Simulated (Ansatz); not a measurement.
Compressing SnTe: a fit and a missing row

SnTe, Fm-3m, a = 6.288 Å. Ansatz: PBEsol, PAW, 420 eV, Γ-centred 10×10×10 mesh on 2 atoms, Gaussian smearing 0.01 eV; no spin polarisation. Symmetry fixes shape and atoms, so the cell is only scaled; pressure is positive in compression.

| V (Å³/atom) | P (GPa) |
| --- | --- |
| 29.214 | ? |
| 30.146 | 1.54 |
| 31.078 | 0.00 |
| 32.011 | -1.31 |
| 32.943 | -2.39 |

Question: Take V0 = 31.078 Å³/atom, fit the third-order Birch–Murnaghan form to the other rows, and predict the missing pressure.

Answer: With the Eulerian strain f = ½[(V0/V)^(2/3) − 1] and y = P/[3f(1 + 2f)^(5/2)], the form is the line y = B0 + 1.5 B0 (B0′ − 4) f. Rows (f, y): 0.01025, 47.6; -0.00976, 47.0; -0.01905, 46.1. Means f = -0.006187, y = 46.900; Σ(Δf)² = 0.0004484, ΣΔfΔy = 0.02144; the slope is their ratio. y = 47.20 + 47.81 f GPa, so B0 = 47.2 GPa and B0′ = 4 + 2 × (47.81)/(3 × 47.20) = 4.68. At V = 29.214, f = 0.02105, y = 48.21 and P = 3.37 GPa. The run gave 3.36 GPa, so the fit is 0.01 GPa too high, within twice the rms miss on the fitted rows (0.008 GPa). The form still works here, 33 % of the fitted range beyond its end.